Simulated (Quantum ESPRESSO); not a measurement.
## W2Mo2S6ClP (input and log of a self-consistent run)

Computed values, not a measurement. The program is pw.x of Quantum ESPRESSO 7.5 (plane-wave density functional theory). The cell is made up: 12 atoms on a layered 2H lattice, with randomly drawn elements, strain and displacements, not relaxed. PseudoDojo standard norm-conserving files (v0.5 for PBE, v0.4.1 for LDA and PBEsol) set the functional; there is no spin polarisation, spin-orbit coupling or dispersion term, and the masses in the input are unused placeholders.

Input:

```
&control calculation='scf', pseudo_dir='./dojo.nc.sr.pbe.v0_5.standard.upf', outdir='./o', disk_io='low', tprnfor=.true., tstress=.true. /
&system ibrav=0, nat=12, ntyp=5, nbnd=58, ecutwfc=79.96652505, nosym=.true., tot_charge=0,
 occupations='smearing', smearing='fd', degauss=0.0018374661
/
&electrons conv_thr=7.350e-09, electron_maxstep=60, /
ATOMIC_SPECIES
Cl 1.0 Cl.upf
Mo 1.0 Mo.upf
P 1.0 P.upf
S 1.0 S.upf
W 1.0 W.upf
CELL_PARAMETERS angstrom
3.316 0.0 0.0
0.0 5.7436 0.0
0.0 0.0 13.1392
ATOMIC_POSITIONS angstrom
W -0.0934 1.8219 3.379
W 1.6826 0.8758 9.9023
Mo 1.668 4.8145 3.2175
Mo 0.2318 3.7798 9.8951
S -0.0972 1.9608 8.3044
S 0.0046 2.0954 11.3956
S 1.5852 0.9243 1.6059
S 1.5324 1.0079 5.021
Cl 1.6775 4.6679 8.3041
P 1.7727 4.767 11.5477
S 0.0542 3.7724 1.5639
S 0.0192 4.0048 4.9055
K_POINTS automatic
7 4 2 1 1 1
```

The log is shortened where brackets say so; the opening notice, blank lines, dates and the lines on written files are dropped, and the path of the files is cut. It prints rydbergs, bohrs and kilobars, and counts compression as positive stress. With no partly filled state, the Fermi energy that it prints is only some level between the filled and the empty states on the mesh, and need not lie in the true gap.

```
     Program PWSCF v.7.5
     Parallel version (MPI & OpenMP), running on       4 processor cores
     Number of MPI processes:                 4
     Threads/MPI process:                     1
     [start-up lines left out]
     bravais-lattice index     =            0
     lattice parameter (alat)  =       6.2663  a.u.
     unit-cell volume          =    1688.7456 (a.u.)^3
     number of atoms/cell      =           12
     number of atomic types    =            5
     number of electrons       =       104.00
     number of Kohn-Sham states=           58
     kinetic-energy cutoff     =      79.9665  Ry
     charge density cutoff     =     319.8661  Ry
     scf convergence threshold =      7.3E-09
     mixing beta               =       0.7000
     number of iterations used =            8  plain     mixing
     Exchange-correlation= PBE
                           (   1   4   3   4   0   0   0)
     [axes and pseudopotential details left out]
   Cartesian axes
     site n.     atom                  positions (alat units)
         1        W      tau(   1) = (  -0.0281665   0.5494270   1.0189988  )
         2        W      tau(   2) = (   0.5074186   0.2641134   2.9862183  )
         3        Mo     tau(   3) = (   0.5030157   1.4518999   0.9702955  )
         4        Mo     tau(   4) = (   0.0699035   1.1398673   2.9840470  )
         5        S      tau(   5) = (  -0.0293124   0.5913148   2.5043426  )
         6        S      tau(   6) = (   0.0013872   0.6319059   3.4365501  )
         7        S      tau(   7) = (   0.4780458   0.2787394   0.4842883  )
         8        S      tau(   8) = (   0.4621230   0.3039505   1.5141737  )
         9        Cl     tau(   9) = (   0.5058806   1.4076900   2.5042521  )
        10        P      tau(  10) = (   0.5345899   1.4375754   3.4824186  )
        11        S      tau(  11) = (   0.0163450   1.1376357   0.4716224  )
        12        S      tau(  12) = (   0.0057901   1.2077201   1.4793426  )
     number of k points=    28  Fermi-Dirac smearing, width (Ry)=  0.0018
                       cart. coord. in units 2pi/alat
        k(    1) = (   0.0714286   0.0721673   0.0630936), wk =   0.0714286
        k(    2) = (   0.0714286   0.0721673  -0.0630936), wk =   0.0714286
     [further k points left out]
     Dense  grid:   163123 G-vectors     FFT dimensions: (  36,  64, 144)
     Estimated max dynamical RAM per process >     421.08 MB
     Estimated total dynamical RAM >       1.53 GB
     Initial potential from superposition of free atoms
     starting charge     103.9958, renormalised to     104.0000
     Starting wfcs are   72 randomized atomic wfcs
     total cpu time spent up to now is        5.3 secs
     per-process dynamical memory:   302.2 Mb
     Self-consistent Calculation
     iteration #  1     ecut=    79.97 Ry     beta= 0.70
     Davidson diagonalization with overlap
     ethr =  1.00E-02,  avg # of iterations =  2.0
     total cpu time spent up to now is       14.1 secs
     total energy              =    -762.29470527 Ry
     estimated scf accuracy    <       2.04637051 Ry
     iteration #  2     ecut=    79.97 Ry     beta= 0.70
     Davidson diagonalization with overlap
     ethr =  1.97E-03,  avg # of iterations =  9.0
     total cpu time spent up to now is       30.7 secs
     total energy              =    -759.19149255 Ry
     estimated scf accuracy    <      48.74982373 Ry
     iteration #  3     ecut=    79.97 Ry     beta= 0.70
     Davidson diagonalization with overlap
     ethr =  1.97E-03,  avg # of iterations =  7.1
     total cpu time spent up to now is       44.1 secs
     total energy              =    -761.87549116 Ry
     estimated scf accuracy    <      28.36545540 Ry
     iteration #  4     ecut=    79.97 Ry     beta= 0.70
     Davidson diagonalization with overlap
     ethr =  1.97E-03,  avg # of iterations =  5.7
     total cpu time spent up to now is       53.5 secs
     total energy              =    -763.11050670 Ry
     estimated scf accuracy    <       5.90175790 Ry
     iteration #  5     ecut=    79.97 Ry     beta= 0.70
     Davidson diagonalization with overlap
     ethr =  1.97E-03,  avg # of iterations =  3.0
     total cpu time spent up to now is       61.7 secs
     total energy              =    -763.60930085 Ry
     estimated scf accuracy    <       0.19567195 Ry
     [iterations 6 to 18 left out]
     iteration # 19     ecut=    79.97 Ry     beta= 0.70
     Davidson diagonalization with overlap
     ethr =  2.18E-09,  avg # of iterations =  2.7
     total cpu time spent up to now is      197.2 secs
     total energy              =    -763.65731915 Ry
     estimated scf accuracy    <       0.00000070 Ry
     iteration # 20     ecut=    79.97 Ry     beta= 0.70
     Davidson diagonalization with overlap
     ethr =  6.69E-10,  avg # of iterations =  3.7
     total cpu time spent up to now is      205.2 secs
     total energy              =    -763.65731922 Ry
     estimated scf accuracy    <       0.00000011 Ry
     iteration # 21     ecut=    79.97 Ry     beta= 0.70
     Davidson diagonalization with overlap
     ethr =  1.04E-10,  avg # of iterations =  5.5
     total cpu time spent up to now is      215.8 secs
     total energy              =    -763.65731925 Ry
     estimated scf accuracy    <       0.00000005 Ry
     iteration # 22     ecut=    79.97 Ry     beta= 0.70
     Davidson diagonalization with overlap
     ethr =  4.50E-11,  avg # of iterations =  2.3
     total cpu time spent up to now is      223.9 secs
     total energy              =    -763.65731925 Ry
     estimated scf accuracy    <       0.00000001 Ry
     iteration # 23     ecut=    79.97 Ry     beta= 0.70
     Davidson diagonalization with overlap
     ethr =  1.02E-11,  avg # of iterations =  3.5
     total cpu time spent up to now is      232.2 secs
     End of self-consistent calculation
          k = 0.0714 0.0722 0.0631 ( 20356 PWs)   bands (ev):
   -65.9061 -65.8807 -52.6516 -52.5261 -30.1830 -30.0275 -29.9869 -29.9679
   -29.9633 -29.8640 -26.8435 -26.7084 -26.6877 -26.6120 -26.5807 -26.4748
    -8.6496  -5.0580  -4.8869  -4.1412  -4.0044  -3.6317  -3.3056  -0.9232
     1.9001   2.3680   3.0656   3.3266   3.4997   3.6992   4.0859   4.4396
     4.7463   5.3467   5.5745   5.6469   5.8681   6.0697   6.1572   6.3133
     6.4616   6.6066   6.7548   6.9226   7.0696   7.1477   7.4048   7.5849
     8.0125   8.1282   8.3016   8.9036   9.4961   9.9229  10.3373  10.4620
    10.5285  10.6969
     [levels at the other k points left out]
     the Fermi energy is     9.1456 ev
!    total energy              =    -763.65731925 Ry
     estimated scf accuracy    <          2.5E-09 Ry
     smearing contrib. (-TS)   =      -0.00000113 Ry
     internal energy E=F+TS    =    -763.65731812 Ry
     The total energy is F=E-TS. E is the sum of the following terms:
     one-electron contribution =    -392.90956850 Ry
     hartree contribution      =     231.10874171 Ry
     xc contribution           =    -157.43108739 Ry
     ewald contribution        =    -444.42540394 Ry
     convergence has been achieved in  23 iterations
     Forces acting on atoms (cartesian axes, Ry/au):
     atom    1 type  5   force =     0.01317061    0.06457452   -0.05248590
     atom    2 type  5   force =    -0.01691609    0.06295967   -0.00913957
     atom    3 type  2   force =    -0.00520861   -0.00891559    0.01623975
     atom    4 type  2   force =    -0.10958757    0.05287722   -0.01248815
     atom    5 type  4   force =     0.03867302   -0.05504176    0.03918922
     atom    6 type  4   force =     0.01267336   -0.10095414    0.03075216
     atom    7 type  4   force =     0.00145534    0.01047082    0.09550755
     atom    8 type  4   force =     0.01407885   -0.01644923   -0.08174341
     atom    9 type  1   force =     0.05098175    0.04470074   -0.01876714
     atom   10 type  3   force =     0.02341762   -0.00438500   -0.02895911
     atom   11 type  4   force =    -0.01440057   -0.00198461    0.10106105
     atom   12 type  4   force =    -0.00833772   -0.04785265   -0.07916645
     Total force =     0.293111     Total SCF correction =     0.000117
     Computing stress (Cartesian axis) and pressure
          total   stress  (Ry/bohr**3)                   (kbar)     P=     -105.29
  -0.00078379   0.00003287  -0.00005312         -115.30        4.84       -7.81
   0.00003287  -0.00068683  -0.00028285            4.84     -101.04      -41.61
  -0.00005312  -0.00028285  -0.00067662           -7.81      -41.61      -99.53
     init_run     :      5.09s CPU      5.23s WALL (       1 calls)
     electrons    :    225.15s CPU    226.90s WALL (       1 calls)
     forces       :      1.88s CPU      1.91s WALL (       1 calls)
     stress       :      6.21s CPU      6.35s WALL (       1 calls)
     [timing details left out]
     PWSCF        :   3m58.43s CPU   4m 0.55s WALL
     JOB DONE.
```

In other units: free energy -10390.087 eV for the cell, pressure -10.53 GPa, largest force component 2.818 eV/Å. A rerun of the same cell at another strain at 1377 eV and a 9 x 6 x 4 mesh moved values by no more than 0.003 eV in energy, 0.02 GPa in stress and 0.004 eV/Å in force.